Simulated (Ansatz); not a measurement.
CaGe$_{2}$Au$_{2}$:
Space group I4/mmm (No. 139); a = b = 4.446 Å, c = 10.346 Å, α = β = γ = 90.00°

| atom | site | symmetry | x | y | z |
|---|---|---|---|---|---|
| Ca | 2a | 4/mmm | 0.0000 | 0.0000 | 0.0000 |
| Au | 4d | -4m2 | 0.0000 | 0.5000 | 0.2500 |
| Ge | 4e | 4mm | 0.0000 | 0.0000 | 0.3824 |
(The calculation used a cell of 5 atoms; values per cell refer to that cell.)

Relaxed with r²SCAN.

Problem. Tabulate the valence density and the electron localisation function along the shortest Au–Au contact (3.14 Å), plane-wave PAW r²SCAN (Ansatz code).

Solution. 

```
distance from Au (Å)  density (e/Å³)   ELF
--------------------  --------------  ----
0.31                           11.21  0.67
0.47                            8.08  0.60
0.63                            5.10  0.56
0.79                            2.60  0.50
0.94                            1.05  0.39
1.10                            0.54  0.29
1.26                            0.31  0.22
1.41                            0.23  0.18
1.57                            0.20  0.17
1.73                            0.23  0.18
1.89                            0.31  0.22
2.04                            0.54  0.29
2.20                            1.05  0.39
2.36                            2.60  0.50
2.52                            5.10  0.56
2.67                            8.08  0.60
2.83                           11.21  0.67
```

The density is the valence pseudo-density with augmentation charge, so density and ELF within about 1 Å of a nucleus are not all-electron values.

The workflow started from an entry of the Crystallography Open Database (COD). Its standing as an ambient phase is unchecked. Symmetry was held in the r²SCAN relaxation; its stability against distortions is not shown here. Scalar-relativistic: spin–orbit coupling is off unless named, which matters more the heavier the elements.

Potentials: the later of the program's two PAW sets.
